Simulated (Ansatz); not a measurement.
**LuZn squeezed and stretched**

A database entry relaxed whole under r2SCAN (Pm-3m):

```yaml
crystal:
  lattice:
    - [3.45975, 0.00000, 0.00000]
    - [0.00000, 3.45975, 0.00000]
    - [0.00000, 0.00000, 3.45975]
  atoms:
    - { symbol: Lu, position: [0.00000, 0.00000, 0.00000] }
    - { symbol: Zn, position: [0.50000, 0.50000, 0.50000] }
```

The cell was scaled uniformly, its shape held, and the atoms relaxed at each volume with plane-wave PAW DFT (Ansatz 0.2.0; r2SCAN, 500 eV, 10×10×10 Γ-centred mesh, fermi-dirac occupations of width 0.100 eV; no spin, no spin-orbit coupling). One row is withheld.

```tsv
volume (Å³/atom)	energy over the lowest (meV/atom)	pressure (GPa)
19.464	20.0	5.27
19.878	8.8	3.34
20.292	?	?
20.706	0.0	0.04
21.120	1.6	-1.37
21.535	6.7	-2.65
21.949	15.0	-3.80
```

Question: Fit the pressures of the other rows to the third-order Birch-Murnaghan form.

Answer: With f = [(V₀/V)^(2/3) − 1]/2 and P = 3B₀f(1 + 2f)^(5/2)[1 + 3(B₀′ − 4)f/2], least squares gives V₀ = 20.72 Å³ an atom, B₀ = 74.2 GPa and B₀′ = 4.1; the rows miss the fit by less than 0.01 GPa. The slope of the energies differs from these pressures by 0.07 GPa, since they are taken to zero smearing while pressures follow the free energy.

Question: What does the withheld row hold?

Answer: The fit gives 1.61 GPa at 20.292 Å³; the run gave 1.61 GPa and 2.2 meV an atom.

Caveats: the shape of the cell was held; 0 K, fixed nuclei; the symmetry was kept, and this need not be the phase that is stable at 0 K; one mesh for all volumes; pressure is positive in compression.
